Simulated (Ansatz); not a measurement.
AlRu (CsCl type, Pm-3m) under volume change, the program Ansatz at the r²SCAN level (PAW), scaled uniformly.

```tsv
V (Å³/atom)	E − E(relaxed) (meV/atom)	P (GPa)
12.070	87.9	25.59
12.468	37.0	15.67
12.865	8.8	7.23
13.263	0.0	0.05
13.661	7.7	-6.07
14.059	29.4	-11.28
14.457	63.1	-15.71
```

What does a third-order Birch–Murnaghan fit give for V₀, B₀ and B′?

V₀ = 13.27 Å³/atom, B₀ = 220 GPa, B′ = 4.3.

The r²SCAN relaxation kept the symmetry of its start. The run is not spin-polarised.

Potentials: the later of the program's two PAW sets.
